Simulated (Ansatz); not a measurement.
AlAg:
```
CELL_PARAMETERS angstrom
      1.42550    -5.22108     0.00000
      1.42550     5.22108     0.00000
      0.00000     0.00000     4.50660
ATOMIC_POSITIONS crystal
  Ag 0.66492 0.33508 0.25000
  Al 0.92618 0.07382 0.25000
  Ag 0.33508 0.66492 0.75000
  Al 0.07382 0.92618 0.75000
```

Relaxed with r²SCAN. Special points in fractions of this cell's reciprocal vectors: Γ (0.000, 0.000, 0.000); Y (-0.500, 0.500, 0.000); C0 (-0.269, 0.731, 0.000); Σ0 (0.269, 0.269, 0.000); Z (0.000, 0.000, 0.500); A0 (0.269, 0.269, 0.500); E0 (-0.269, 0.731, 0.500); T (-0.500, 0.500, 0.500); S (0.000, 0.500, 0.000); R (0.000, 0.500, 0.500).

Task: List the band energies nearest the Fermi level at these points for r²SCAN in the plane-wave PAW code Ansatz.

Result: In eV from the Fermi level; about four levels below and three above (degenerate sets whole), none deeper than 8.9 eV; points with the same levels are listed once.

```
k                     below                  above
--  -----------------------  ---------------------
Γ   -3.79 -3.30 -3.28 -0.62         2.91 3.97 4.66
Y   -5.00 -1.10 -0.89 -0.66         1.76 2.78 5.21
C0  -5.44 -4.54 -3.07 -2.97         1.20 1.56 1.94
Z   -3.04 -3.04 -0.17 -0.17  6.74 6.74 10.13 10.13
A0  -2.40 -2.40 -0.11 -0.11    3.44 3.44 4.08 4.08
T   -5.04 -5.04 -4.84 -4.84    5.19 5.19 5.45 5.45
S   -3.94 -3.24 -2.32 -0.18         1.74 2.36 3.10
R   -3.43 -3.43 -1.70 -1.70    0.67 0.67 1.44 1.44
```

Space group Cmcm. The start of the workflow was typed in or built on a structure type; neither database checked (COD, Materials Project) lists it. Whether it is the stable phase at ambient conditions was not checked. The cell was relaxed with r²SCAN under the symmetry of its start; whether a distortion lowers the energy is not shown. No spin polarisation was allowed. Scalar-relativistic: spin–orbit coupling is off unless named, which matters more the heavier the elements.

Potentials: the earlier of the program's two PAW sets.
